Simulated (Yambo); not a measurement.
Optical response of LiTaF6

```
LiTaF6
1.0
    2.58467     1.49226     4.52600
   -2.58467     1.49226     4.52600
    0.00000    -2.98452     4.52600
Li F Ta
1 6 1
Direct
  0.50000   0.50000   0.50000
  0.13903   0.75461   0.35033
  0.86097   0.24539   0.64967
  0.75461   0.35033   0.13903
  0.24539   0.64967   0.86097
  0.35033   0.13903   0.75461
  0.64967   0.86097   0.24539
  0.00000   0.00000   0.00000
```

Yambo, RPA with local fields on PBEsol bands; 4×4×4 mesh, 90 bands, 3 Ry local-field block, 0.2 eV broadening; field along x.

| E (eV) | Im ε | Re ε | Im ε, independent particles |
|---|---|---|---|
| 0.0 | 0.00 | 2.17 | 0.00 |
| 0.4 | 0.00 | 2.17 | 0.00 |
| 0.8 | 0.00 | 2.17 | 0.00 |
| 1.1 | 0.00 | 2.18 | 0.01 |
| 1.5 | 0.01 | 2.19 | 0.01 |
| 1.9 | 0.01 | 2.20 | 0.01 |
| 2.2 | 0.01 | 2.21 | 0.02 |
| 2.6 | 0.01 | 2.23 | 0.02 |
| 3.0 | 0.01 | 2.25 | 0.03 |
| 3.4 | 0.01 | 2.27 | 0.03 |
| 3.8 | 0.02 | 2.30 | 0.04 |
| 4.1 | 0.02 | 2.34 | 0.05 |
| 4.5 | 0.03 | 2.38 | 0.07 |
| 4.9 | 0.03 | 2.44 | 0.09 |
| 5.2 | 0.04 | 2.50 | 0.12 |
| 5.6 | 0.06 | 2.59 | 0.19 |
| 6.0 | 0.08 | 2.72 | 0.35 |
| 6.4 | 0.16 | 2.91 | 0.86 |
| 6.8 | 0.43 | 3.13 | 3.28 |
| 7.1 | 0.70 | 3.10 | 5.12 |
| 7.5 | 1.12 | 3.16 | 3.20 |
| 7.9 | 1.37 | 2.83 | 1.73 |
| 8.2 | 1.68 | 2.77 | 0.99 |
| 8.6 | 2.17 | 1.34 | 0.47 |
| 9.0 | 0.78 | 1.38 | 0.39 |
| 9.4 | 0.47 | 1.91 | 0.38 |
| 9.8 | 0.72 | 2.19 | 0.75 |
| 10.1 | 0.64 | 2.22 | 0.72 |
| 10.5 | 0.69 | 2.54 | 0.84 |
| 10.9 | 1.10 | 2.74 | 1.47 |
| 11.2 | 1.25 | 2.58 | 1.89 |
| 11.6 | 1.59 | 2.55 | 2.75 |
| 12.0 | 1.82 | 2.39 | 2.95 |
| 12.4 | 1.83 | 2.39 | 2.94 |
| 12.8 | 2.49 | 2.28 | 2.77 |
| 13.1 | 2.73 | 1.48 | 1.75 |
| 13.5 | 2.21 | 0.50 | 0.98 |
| 13.9 | 1.69 | 0.70 | 1.00 |
| 14.2 | 1.50 | 0.74 | 0.92 |
| 14.6 | 1.40 | 0.63 | 0.93 |
| 15.0 | 1.14 | 0.68 | 0.85 |
| 15.4 | 1.18 | 0.72 | 0.87 |
| 15.8 | 0.95 | 0.70 | 0.76 |
| 16.1 | 0.85 | 0.76 | 0.85 |
| 16.5 | 0.71 | 0.82 | 0.74 |
| 16.9 | 0.71 | 0.98 | 0.78 |
| 17.2 | 0.70 | 1.06 | 0.83 |
| 17.6 | 0.75 | 1.08 | 0.89 |
| 18.0 | 0.72 | 1.12 | 0.87 |
| 18.4 | 0.81 | 1.19 | 0.93 |
| 18.8 | 0.89 | 1.12 | 1.01 |
| 19.1 | 0.84 | 1.18 | 1.01 |
| 19.5 | 0.98 | 1.10 | 1.15 |
| 19.9 | 0.95 | 1.08 | 1.12 |

Peak heights and small wiggles depend on the k mesh. Convergence of the RPA response with its 4×4×4 mesh was not tested. No excitonic effects at this level.

Spin-orbit coupling is left out, which matters for elements this heavy: edges can move by tenths of an eV.

Geometry of the Materials Project entry, not relaxed at this level.

The structure is a Materials Project entry; no match was found in the copy of COD used, and its stability was not checked.
